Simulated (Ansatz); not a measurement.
Ca:
```yaml
crystal:
  lattice:
    - [-2.16080, 2.16080, 2.16080]
    - [2.16080, -2.16080, 2.16080]
    - [2.16080, 2.16080, -2.16080]
  atoms:
    - { symbol: Ca, position: [0.00000, 0.00000, 0.00000] }
```

Relaxed with PBEsol.

Task: List the phonon frequencies at the special points (DFPT on a 4×4×4 q-mesh, Fourier-interpolated; the program Ansatz at the PBEsol level (PAW)).

Result: In cm⁻¹.

```
q  frequencies
-  -----------
Γ        0 0 0
H  171 171 171
N   36 122 156
P  123 123 123
```

Space group Im-3m (bcc (W type)). This is a known high-temperature phase of the composition, computed here at zero pressure and temperature. Symmetry was held in the PBEsol relaxation; phonons on a q-mesh show no instability. As this level gives no gap, phonon frequencies hold no LO–TO term and depend on the k-mesh and smearing (Fermi–Dirac, 0.1 eV here).

Potentials: the earlier of the program's two PAW sets.
